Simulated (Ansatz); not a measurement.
BaO in space group P6_3/mmc (No. 194; Ba on 2d, O on 2c), LDA (plane waves, PAW; program Ansatz). The conduction-band minimum lies at Γ, with 1 equivalent valley. Second derivatives d²E/dk² of the lowest band at one valley (eV·Å²), along Cartesian directions:

```json
[
 {"direction": "[100]", "d²E/dk²": "21.66"},
 {"direction": "[010]", "d²E/dk²": "21.66"},
 {"direction": "[001]", "d²E/dk²": "14.89"},
 {"direction": "[110]", "d²E/dk²": "21.66"},
 {"direction": "[101]", "d²E/dk²": "18.28"},
 {"direction": "[011]", "d²E/dk²": "18.28"}
]
```

### Question
Find the principal effective masses, the density-of-states mass and the conductivity mass.

### Answer
Off-diagonal terms follow from H_xy = H[110] − (H_xx + H_yy)/2, and m*/mₑ = 7.620 eV·Å² over each eigenvalue: 0.35, 0.35, 0.51. One valley's DOS mass (m₁m₂m₃)^(1/3) = 0.40, conductivity mass 3/(Σ 1/mᵢ) = 0.39 mₑ.

### Question
What effective density of states Nc follows at 300 K for parabolic valleys?

### Answer
Nc = 2.509e19 × 1 × (0.40)^(3/2) ≈ 6.3e18 cm⁻³.

### Question
With the computed static dielectric constant 22.4 (mean of the diagonal), estimate a hydrogenic donor's binding energy and radius.

### Answer
E = 13.606 eV × 0.39/22.4² ≈ 11 meV; a = 0.529 Å × ε/m* ≈ 30 Å. Semilocal masses tend to be too small when the gap is underestimated.

The first step of the workflow began from a Materials Project structure, measured or hypothetical; the Crystallography Open Database copy checked does not list it. It is not the phase usual at ambient conditions (space group No. 225). The cell was relaxed with LDA under the symmetry of its start; whether a distortion lowers the energy is not shown. Scalar-relativistic: spin–orbit coupling is off unless named, which matters more the heavier the elements.

Potentials: the later of the program's two PAW sets.
